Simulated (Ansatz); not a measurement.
Every step of a relaxation of InAg

DFT, PBEsol, PAW with Ansatz's default frozen-core files, scalar-relativistic (Ansatz 0.2.0); a Γ-centred 12×12×12 k mesh, Fermi–Dirac smearing of 0.05 eV, no spin polarisation. The run relaxes cell and atoms at a target pressure of 0 GPa.

Command: `ansatz run input.yaml --threads 1 --pin off --max-ram 2048MiB --backend cpu --events-out ev --progress --plain --runs-dir out` It took 13 s on 1 thread of Intel(R) Xeon(R) Platinum 8488C (Sapphire Rapids), with other jobs on the host, peak memory 0.44 GiB.

PAW: frozen-core files, cutoff 420 eV; forces are relaxed below 0.005 eV/Å.

Each step lists its free energy a cell above the last geometry, the pressure, the cell vectors (Å), and Cartesian positions (Å) with forces (eV/Å).

The first step:

```
step 1  dF = 11.00 meV  P = -2.28 GPa
  cell 3.4648 0.0000 0.0000  0.0000 3.4648 0.0000  0.0000 0.0000 3.4648
  In 1.7324 1.7324 1.7324   0.0000 0.0000 0.0000
  Ag 0.0000 0.0000 0.0000   0.0000 0.0000 0.0000
```

The PAW files were made under PBE.

Where does the relaxation end, and by which steps?

After 4 geometries, with conventional a, b, c = 3.424, 3.424, 3.424 Å, at 20.079 Å³/atom (-3.45 % against the start) in space group Pm-3m, with a shortest distance of 2.966 Å. The further steps:
```
step 2  dF = 1.95 meV  P = 1.13 GPa
  cell 3.4070 0.0000 0.0000  0.0000 3.4070 0.0000  0.0000 0.0000 3.4070
  In 1.7035 1.7035 1.7035   0.0000 0.0000 0.0000
  Ag 0.0000 0.0000 0.0000   0.0000 0.0000 0.0000
step 3  dF = 0.03 meV  P = -0.09 GPa
  cell 3.4258 0.0000 0.0000  0.0000 3.4258 0.0000  0.0000 0.0000 3.4258
  In 1.7129 1.7129 1.7129   0.0000 0.0000 0.0000
  Ag 0.0000 0.0000 0.0000   0.0000 0.0000 0.0000
step 4  dF = 0.00 meV  P = 0.00 GPa
  cell 3.4244 0.0000 0.0000  0.0000 3.4244 0.0000  0.0000 0.0000 3.4244
  In 1.7122 1.7122 1.7122   0.0000 0.0000 0.0000
  Ag 0.0000 0.0000 0.0000   0.0000 0.0000 0.0000
step 5  dF = 0.39 meV  P = 0.00 GPa  (same geometry on a basis chosen anew; earlier energies don't compare to the last digit)
  cell 3.4244 0.0000 0.0000  0.0000 3.4244 0.0000  0.0000 0.0000 3.4244
  In 1.7122 1.7122 1.7122   0.0000 0.0000 0.0000
  Ag 0.0000 0.0000 0.0000   0.0000 0.0000 0.0000
```
